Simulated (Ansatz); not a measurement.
TlCl:
```xyz
2
Lattice="0.0000 3.0982 3.0982 3.0982 0.0000 3.0982 3.0982 3.0982 0.0000" Properties=species:S:1:pos:R:3 pbc="T T T"
Tl     0.0000     0.0000     0.0000
Cl     3.0982     3.0982     3.0982
```

This is the LDA-relaxed structure.

**Question.** All from LDA in the plane-wave PAW code Ansatz, unless another level is named. Estimate the formation energy from the elements (no fitted shifts).

**Answer.** -0.88 eV/atom.

**Question.** Predict the electron effective mass with spin–orbit coupling.

**Answer.** 0.23, 0.32, 0.32 mₑ (principal values).

**Question.** Give the gap with spin–orbit coupling.

**Answer.** 1.52 eV.

**Question.** Next, the hole effective mass?

**Answer.** 0.30, 0.37, 0.37 mₑ (principal values).

**Question.** Give the valence-band maximum.

**Answer.** at L.

Space group Fm-3m (rock salt). The workflow started from a Materials Project entry (that database holds measured and hypothetical structures alike); the Crystallography Open Database copy checked does not list it. COD files the formula under space group No. 221. Its standing as an ambient phase is unchecked. The LDA relaxation kept the symmetry of its start; its stability against distortions is not shown here. The references are the lowest solids computed at this level, not always the standard phases (solids in place of the gases). Spin–orbit coupling is left out wherever it is not named.

Potentials: the later of the program's two PAW sets.
